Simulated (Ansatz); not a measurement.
LaIn₃ (Cu3Au type, Pm-3m), r²SCAN (plane waves, PAW; program Ansatz), all energies at zero smearing, with the estimated change up to a 700 eV cutoff added, with one set of potentials and settings (totals compare only within such a set). Cell of 4 atoms (1 La, 3 In): -23102.505 eV.

```csv
element,reference phase,E (eV/atom)
La,"P6_3/mmc, 4 atoms in the cell",-6264.6784
In,"I4/mmm, 1 atoms in the cell",-5611.8204
```

Formation energy per atom, worked out: (-23102.505 − 1×(-6264.6784) − 3×(-5611.8204))/4 = -0.591 eV/atom (-57 kJ per mol of atoms), at 0 K, without zero-point energy or fitted corrections.

The workflow started from a Materials Project entry (that database holds measured and hypothetical structures alike); the Crystallography Open Database copy checked does not list it. With La and In taken as one species the cell has the higher symmetry Fm-3m, so it may be an ordered model of a mixed-site phase. Its standing as an ambient phase is unchecked. Symmetry was held in the r²SCAN relaxation; its stability against distortions is not shown here. The references are the lowest solids computed at this level, not always the standard phases. Scalar-relativistic: spin–orbit coupling is off unless named, which matters more the heavier the elements.

Potentials: the later of the program's two PAW sets.
